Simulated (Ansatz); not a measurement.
Zr2N2O:
```
CELL_PARAMETERS angstrom
      6.77881     1.63970     0.00000
     -6.77881     1.63970     0.00000
     -1.46676     0.00000     8.05993
ATOMIC_POSITIONS crystal
  Zr 0.03138 0.96862 0.80756
  Zr 0.96862 0.03138 0.19244
  Zr 0.62974 0.37026 0.47444
  Zr 0.37026 0.62974 0.52556
  Zr 0.69441 0.30559 0.13148
  Zr 0.30559 0.69441 0.86852
  N  0.53437 0.46563 0.65608
  N  0.46563 0.53437 0.34392
  N  0.17241 0.82759 0.96622
  N  0.82759 0.17241 0.03378
  N  0.12671 0.87329 0.28718
  N  0.87329 0.12671 0.71282
  O  0.20984 0.79016 0.61947
  O  0.79016 0.20984 0.38053
  O  0.50000 0.50000 0.00000
```

DFT-PBEsol in the program Ansatz with PAW potentials gives a gap of 1.73 eV without spin–orbit coupling, maximum off the standard path, at k = (0.031, -0.031, 0.188) in fractions of the reciprocal vectors, minimum on the M2–D line, 25 % of the way from M2.

Q: What happens when spin–orbit coupling is switched on?

A: The gap stays essentially unchanged, to 1.73 eV; maximum off the standard path, at k = (0.031, -0.031, 0.188) in fractions of the reciprocal vectors, minimum on the M2–D line, 25 % of the way from M2.

Q: Give the electron effective mass with spin–orbit coupling.

A: 0.86, 1.2, 1.5 mₑ (principal values).

Q: Give the hole effective mass with spin–orbit coupling.

A: 0.51, 0.99, 1.3 mₑ (principal values).

Space group C2/m. The first step of the workflow began from a Materials Project structure, measured or hypothetical; the Crystallography Open Database copy checked does not list it. Its standing as an ambient phase is unchecked. The cell was relaxed with PBEsol under the symmetry of its start; whether a distortion lowers the energy is not shown. The run is not spin-polarised.

Potentials: the later of the program's two PAW sets.
